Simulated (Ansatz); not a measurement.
Computed with DFT PBE, scalar-relativistic, plane waves, PAW in Ansatz 0.2.0. All cells share a 420 eV cutoff and Γ-centred k meshes spaced about 0.3 Å⁻¹ or finer (0.25 for metals, 2π included). No spin polarisation.

These are static total energies at zero pressure.

Two relaxed structures of Sn₂Sb₃Te:

A. Space group P-3m1 (No. 164), trigonal, a = 4.408 Å, c = 10.757 Å. Around Sn lie 6 Sb at 3.07–3.10 Å; Sb on a site of symmetry 3m has 3 Sn at 3.07 Å and 3 Te at 3.17 Å; Sb on a site of symmetry -3m is surrounded by 6 Sn at 3.10 Å; around Te lie 6 Sb at 3.17 Å.

B. Space group P-3m1 (No. 164), trigonal, a = 4.430 Å, c = 10.801 Å. Around Sn lie 3 Sb at 3.08 Å and 3 Te at 3.19 Å; Sb on a site of symmetry 3m is surrounded by 3 Sn at 3.08 Å and 3 Sb at 3.12 Å; around Sb on a site of symmetry -3m lie 6 Sb at 3.12 Å; Te is surrounded by 6 Sn at 3.19 Å.

**Question.** Which placement of the atoms is lower in energy, and by how much?

**Answer.** B is lower, by 75 meV/atom. The two share one framework of sites and differ in which element sits where. A has space group P-3m1 (No. 164), 30.2 Å³/atom and no gap on its mesh; B has space group P-3m1 (No. 164), 30.6 Å³/atom and no gap. Counting Sb or Te atoms around Sn (for each partner element, those within 1.25 times its shortest distance or 1.15 times the sum of covalent radii, where it is the nearest in units of that sum or under 1.3), A and B both have Sn 6. Both come from invented guesses.

These runs have no spin–orbit coupling, which can matter for Sb and Te.
